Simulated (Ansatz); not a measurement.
Question: Each is relaxed and computed with plane-wave PAW PBE (Ansatz code). Which is the only metal?
(A) LiGeN, P6_3mc (Li on 2b, Ge on 2a, N on 2b)
(B) Be2C, fluorite or antifluorite type
(C) Ge2W, fluorite or antifluorite type
(D) SiGe, Pmma (Si on 2e, Si on 2f, Ge on 2e, Ge on 2f)

Answer: C, Ge2W, fluorite or antifluorite type. Ge2W: metal; SiGe: gap 0.37 eV (indirect); LiGeN: gap 1.45 eV (indirect); Be2C: gap 1.17 eV (indirect). Constructed cells (a structure type filled with these elements, in neither database checked): Ge2W, fluorite or antifluorite type. Typed or built starts, not in the databases checked: SiGe, Pmma (Si on 2e, Si on 2f, Ge on 2e, Ge on 2f). Standing as an ambient phase not checked: LiGeN, P6_3mc (Li on 2b, Ge on 2a, N on 2b). All cells were relaxed under the symmetry of their starts (and spin orders); stability against distortions was not tested throughout. Rows with no word on spin ran without spin polarisation. Scalar-relativistic: spin–orbit coupling is off unless named, which matters more the heavier the elements.

Potentials: the later of the program's two PAW sets.
